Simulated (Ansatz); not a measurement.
HfO2 (fluorite, Fm-3m), the program Ansatz at the r²SCAN level (PAW): ε∞ = 4.91, cell volume 32.37 Å³. Infrared-active transverse modes:

```csv
ω_TO (cm⁻¹),oscillator strength S_xx (e²/amu)
237.5,1.117
```

### Question
Compute the static dielectric constant.

### Answer
Each mode adds (4.921e7/V) S/ω²: 30.09. So ε0 = 35.0.

### Question
What LO frequency does the Lyddane–Sachs–Teller relation give?

### Answer
ω_LO = ω_TO √(ε0/ε∞) = 634 cm⁻¹.

This is a known high-temperature phase of the composition, computed here at zero pressure and temperature. The r²SCAN relaxation kept the symmetry of its start. At this level the phase is dynamically unstable (imaginary phonons). The run is not spin-polarised. Spin–orbit coupling is left out wherever it is not named.

Potentials: the earlier of the program's two PAW sets.
